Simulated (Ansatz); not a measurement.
Input and command of a plane-wave DFT calculation in Ansatz:

```yaml
crystal:
  lattice:
    - [0.0, 1.9647922186, 1.9647922186]
    - [1.9647922186, 0.0, 1.9647922186]
    - [1.9647922186, 1.9647922186, 0.0]
  atoms:
    - { symbol: Au, position: [0.0, 0.0, 0.0] }
basis:
  ecutwfc: 500
kpoints:
  mp_grid: { grid: [8, 8, 8] }
hamiltonian:
  xc: r2scan
scf:
  occupations: { method: gaussian, width: 0.1 }
output:
  forces: true
  stress: true
  eigenvalues: true
relax:
  adjacent_minimum: "off"
  f_tol: 0.05
  max_steps: 60
  cell: { stress_tol: 0.5 }
```

```bash
ansatz run input.yaml --threads 1 --pin off --max-ram 2560MiB --backend cpu --events-out ev --progress --plain --runs-dir out
```

Processor: AMD EPYC 9R45 96-Core Processor (Zen 5), 1 thread, on a host shared with other jobs.

Q: How long does it run, and how much memory does it take?

A: About 2.1 s on 1 thread of AMD EPYC 9R45 96-Core Processor (Zen 5), with other jobs on the host, peak memory 0.37 GiB. It solves 14 bands at 29 k points (the mesh reduced by symmetry) with about 459 plane waves (on the last cell), in 27 SCF iterations over 4 ionic steps.
